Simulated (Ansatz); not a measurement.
A relaxed structure of CdSe is spoiled in several ways and relaxed again each time (noise and exchanges are one random draw each; pressure is positive under compression). All values below come from PBEsol (plane waves to 420 eV, PAW, scalar-relativistic; Ansatz, a first-principles code).

Space group P6₃mc (No. 186); a = 4.3009 Å, b = 4.3009 Å, c = 21.0639 Å, α = 90.00°, β = 90.00°, γ = 120.00°

| atom | site | symmetry | x | y | z |
|---|---|---|---|---|---|
| Cd | 2a | 3m. | 0.0000 | 0.0000 | 0.4998 |
| Cd | 2b | 3m. | 0.3333 | 0.6667 | 0.3332 |
| Cd | 2b | 3m. | 0.6667 | 0.3333 | 0.1665 |
| Se | 2a | 3m. | 0.0000 | 0.0000 | 0.3746 |
| Se | 2b | 3m. | 0.3333 | 0.6667 | 0.2081 |
| Se | 2b | 3m. | 0.6667 | 0.3333 | 0.0415 |

| change | first pressure (GPa) | first V (Å³/atom) | released (eV/atom) | moves | outcome | final group | E − E(parent) (eV/atom) |
|---|---|---|---|---|---|---|---|
| with every coordinate shifted by Gaussian noise of σ = 0.1 Å | 1.8 | 28.12 | 0.11 | 6 | returns to the parent | P6₃mc | 0.000 |
| with every coordinate shifted by Gaussian noise of σ = 0.3 Å | – | 28.12 | 0.94 | 9 | returns to the parent | P6₃mc | 0.000 |
| deformed by the Cartesian strain tensor (xx, yy, zz, yz, xz, xy) = (0.053, -0.046, 0.053, -0.003, 0.028, 0.051) | -1.5 | 29.64 | 0.08 | 5 | returns to the parent | P6₃mc | 0.000 |
| shaken by Gaussian noise of σ = 0.08 Å a coordinate | 0.6 | 28.12 | 0.04 | 5 | returns to the parent | P6₃mc | 0.000 |

First-step values come from each run's starting, coarser k-mesh (5×5×1). Each cell has its own k-point mesh; energy differences are given only to the digits this allows. No spin polarisation in the result.

The first start was generated by placing the elements on the sites of a structure type. A measured structure of CdSe has the same space group, P6₃mc (No. 186); the sites were not compared with it.
